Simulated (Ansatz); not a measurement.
According to the program Ansatz at the PBE level (PAW), InAs in the cubic phase (Pm-3n; In on 6c, As on 6d) relaxes to a = 7.620 Å. Its formation energy from the elements is -0.12 eV/atom, with no fitted shifts.

Electronic character: no gap, with almost no states at the Fermi level (zero-gap or semimetallic). Gap from PBE with spin–orbit coupling: none (metallic).

An equation-of-state fit gives a bulk modulus of 372 kbar.

The start of the workflow was typed in or built on a structure type; neither database checked (COD, Materials Project) lists it. It is not the phase usual at ambient conditions (space group No. 216). Symmetry was held in the PBE relaxation; whether a distortion lowers the energy is not shown. The volume moved by 31 % from the start of the relaxation. A small band overlap can be real or an error of a semilocal functional. The references are the lowest solids computed at this level, not always the standard phases. Spin–orbit coupling is left out wherever it is not named.

Potentials: the earlier of the program's two PAW sets.
